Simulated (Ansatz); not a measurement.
Relaxed candidate structures of Al2Se3:

A. Cc (No. 9), mS20; a = 11.6691 Å, b = 6.7022 Å, c = 7.3237 Å, α = γ = 90.00°, β = 121.03°; Al 4a (0.459, 0.096, 0.372); Al 4a (0.300, 0.566, 0.384); Se 4a (0.007, 0.084, 0.012); Se 4a (0.323, 0.081, 0.985); Se 4a (0.161, 0.400, 0.496)

B. Cmc2₁ (No. 36), oS20; a = 11.5931 Å, b = 6.7237 Å, c = 6.3279 Å, α = β = γ = 90.00°; Al 8b (0.160, 0.167, 0.067); Se 4a (0.000, 0.667, 0.430); Se 8b (0.161, 0.179, 0.454)

Task: Rank these by energy per atom (lowest first), as PBEsol (plane waves to 420 eV, PAW, scalar-relativistic; Ansatz, an electronic-structure program) gives it.

Result: A (reference, the lowest among the structures calculated here), B (+11 meV/atom)

Task: Give each candidate's band gap.

Result: No candidate is metallic. A: 1.84 eV (no spin-orbit coupling); B: 2.24 eV (no spin-orbit coupling).

Each run could gain symmetry but not lose that of its start, so entries can be saddle points. From databases, or of a type measured for this composition: Cc, mS20; the others are generated cells (placed on structure types, drawn at random, substituted or restacked) that were not matched to a known phase here. Static energies at zero pressure. The runs use different k-meshes, so differences are rounded accordingly. No spin polarisation in the result. Gaps of cells over 8 atoms come from the SCF mesh and high-symmetry points alone.
